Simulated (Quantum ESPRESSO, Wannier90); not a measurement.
# Cu (I4/mmm, model phase): Wannier90 run

```yaml
crystal:
  lattice:
    - [-1.45073, 1.45073, 1.36224]
    - [1.45073, -1.45073, 1.36224]
    - [1.45073, 1.45073, -1.36224]
  atoms:
    - { symbol: Cu, position: [0.00000, 0.00000, 0.00000] }
```

Structure: Materials Project mp-1010136, symmetrised, not relaxed again. This isn't the element's usual structure (fcc); take it as a model of another phase. Level: PBEsol, no spin polarisation, no spin-orbit coupling; pw.x of Quantum ESPRESSO at 74 Ry with PseudoDojo potentials, 12×12×12 k-points, Wannier90. Density: 20×20×20 mesh, cold smearing 0.01 Ry.

Valence charges of the files: Cu 19. 21 bands were computed.

Isolated groups of bands, relative to the Fermi level (bands from 5 on overlap up to the last one computed):

```
bands  from (eV)  to (eV)  filling  weight on atomic waves
-----  ---------  -------  -------  ----------------------
1        -112.44  -112.40   filled              Cu 3s 99 %
2–4       -70.02   -69.89   filled             Cu 3p 100 %
```

Wanted is a model with the orbitals Cu s p d, without the filled groups that are mainly made of other shells (semicore states, and anion s where it isn't named); all higher bands stay in for disentanglement.

Q: Give num_wann, exclude_bands and num_bands, and the number of electrons that the model holds.

A: Electrons: 1×19 = 19, or 9.5 bands' worth; no gap over 0.05 eV opens at the Fermi level at this level of theory.
num_wann = 1×9 = 9.
exclude_bands = 1-4, 4 bands, so num_bands = 21 − 4 = 17.
The model holds 19 − 2×4 = 11 electrons. With the window frozen to 1.50 eV it follows pw.x to 2.3 meV rms (states up to 1.0 eV relative to the Fermi level).
